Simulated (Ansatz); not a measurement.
## Os: energy along a strain

Os, Fm-3m, a = 3.890 Å (as given, not relaxed at this level: -16.9 GPa). This isn't the element's structure at ambient conditions. Ansatz: r2SCAN, PAW, 500 eV, Γ-centred 20×20×20 mesh on 1 atom, Gaussian smearing 0.15 eV; no spin polarisation. Cell vectors (Å): 0.000 1.945 1.945; 1.945 0.000 1.945; 1.945 1.945 0.000. The cell is strained by x per cent times the pattern (0 0 0 0 0 1) in the order xx yy zz yz xz xy (engineering shears), with fractional coordinates held. y is the free energy over the start, V0 = 14.716 Å³/atom. Symmetry makes y even in x. Points with a strain past 8.5 % were computed too (2) and aren't used here.

```
x (%) y (meV/atom)
-5.00         31.48
 0.00          0.00
 1.25          1.95
 2.50          7.81
 3.75         17.63
 6.25         49.40
 7.50             ?
```

Question: Fit y = c2 x² + c4 x⁴ to the other rows, get the stiffness along the pattern, and predict the missing energy.

Answer: Least squares on the rows shown. y = 1.2482 x² + 0.00042396 x⁴. The clamped-ion stiffness p·C·p = 2 × 12.48 eV × 160.2 / 14.716 Å³ = 272 GPa, which is C66 in these axes (C44 of the cubic crystal) (second derivative at the start, which stands under stress). At x = 7.50 the fit asked for gives 71.55 meV/atom. The run gave 71.48 meV/atom, so the fit is 0.07 meV/atom too high, a small miss on the scale of the series.

Spin–orbit coupling is left out, which can shift energies with elements as heavy as these.